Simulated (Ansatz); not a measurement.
Relaxed Li (bcc, W type):

```
CELL_PARAMETERS angstrom
     -3.43479     3.43479     3.43479
      0.00000     0.00000     3.43479
      0.00000     3.43479     0.00000
ATOMIC_POSITIONS crystal
  Li 0.00000 0.00000 0.00000
  Li 0.50000 0.00000 0.00000
```

A phonon eigenvector at H = (0.5, 0.5, 0.5) is frozen into this cell: atom i moves by Q times the vector below, so Q is the largest atomic displacement, in Å. The cell is held. It is one choice among 3 degenerate patterns. (q is in reciprocal vectors of the primitive cell; the cell shown is doubled to hold the pattern.)

```csv
atom,x,y,z
Li1,0.000,0.000,-1.000
Li2,0.000,0.000,1.000
```

Computed with PBE (plane waves to 420 eV, PAW, scalar-relativistic; Ansatz, an electronic-structure program). k mesh 19×19×19 (Γ-centred), Fermi-Dirac smearing 0.05 eV. Energies are smeared free energies. With partly filled bands, energies and forces of such displacements shift with the k mesh and the smearing. Li was relaxed with its symmetry unable to fall. The PAW data are Ansatz's earlier set. The zero of ΔE is the undisplaced structure. The last digit holds for this mesh only.

```csv
Q (Å),ΔE (meV/cell)
-0.1000,27.73
-0.0833,19.31
-0.0667,withheld
-0.0500,6.98
-0.0333,3.10
-0.0167,0.78
0.0000,0.00
0.0167,0.78
0.0333,3.10
0.0500,6.98
0.0667,withheld
0.0833,19.31
0.1000,27.73
```

**Question.** Fit an even polynomial form (powers 2, 4) to the given rows and predict ΔE at Q = 0.0667.

**Answer.** Least squares on the 11 given rows: ΔE = (2801)·Q² + (-2812)·Q⁴, in meV/cell with Q in Å; root-mean-square residual 0.005 meV/cell. At 0.0667 the fit gives 12.41 meV/cell; the calculation gives 12.39 meV/cell, so the interpolation is off by 0.02 (+0.2 %). The quadratic term alone would give 12.46 meV/cell.

(For displaced atoms, the force is minus the slope of the energy, and its curvature is a force constant, which sets phonon frequencies.)
